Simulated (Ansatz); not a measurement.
CoGe$_{2}$:
```
CoGe2
1.0
    1.80487    -6.92625     0.00000
    1.80487     6.92625     0.00000
    0.00000     0.00000     3.76527
Ge Co
4 2
Direct
  0.93444   0.06556   0.75000
  0.06556   0.93444   0.25000
  0.25225   0.74775   0.75000
  0.74775   0.25225   0.25000
  0.63902   0.36098   0.75000
  0.36098   0.63902   0.25000
```

Relaxed with PBE. Special points in fractions of this cell's reciprocal vectors: Γ (0.000, 0.000, 0.000); Y (-0.500, 0.500, 0.000); C0 (-0.267, 0.733, 0.000); Σ0 (0.267, 0.267, 0.000); Z (0.000, 0.000, 0.500); A0 (0.267, 0.267, 0.500); E0 (-0.267, 0.733, 0.500); T (-0.500, 0.500, 0.500); S (0.000, 0.500, 0.000); R (0.000, 0.500, 0.500).

Question: List the band energies nearest the Fermi level at these points for the program Ansatz at the PBE level (PAW).

Answer: In eV from the Fermi level; about four levels below and three above (degenerate sets whole), none deeper than 8.9 eV; points with the same levels are listed once.

```tsv
k	below	above
Γ	-1.44 -1.30 -1.24 -0.06	0.49 0.56 1.13
Y	-1.09 -1.04 -0.50 -0.39	0.54 1.90 2.14
C0	-1.02 -0.97 -0.73 -0.23	1.07 1.44 1.49
Z	-1.51 -1.51 -1.20 -1.20	1.96 1.96 2.00 2.00
A0	-0.92 -0.92 -0.84 -0.84	0.57 0.57 1.33 1.33
T	-1.69 -1.69 -1.21 -1.21	0.25 0.25 1.87 1.87
S	-1.67 -0.99 -0.98 -0.78	0.13 0.62 1.16
R	-0.96 -0.96 -0.76 -0.76	0.61 0.61 0.93 0.93
```

Space group Cmcm. A made-up cell: these elements were put on the sites of a structure type; neither database checked (COD, Materials Project) lists it. Whether it is the stable phase at ambient conditions was not checked. Symmetry was held in the PBE relaxation; its stability against distortions is not shown here. The workflow began spin-polarised and lost its moments. Scalar-relativistic: spin–orbit coupling is off unless named, which matters more the heavier the elements.

Potentials: the later of the program's two PAW sets.
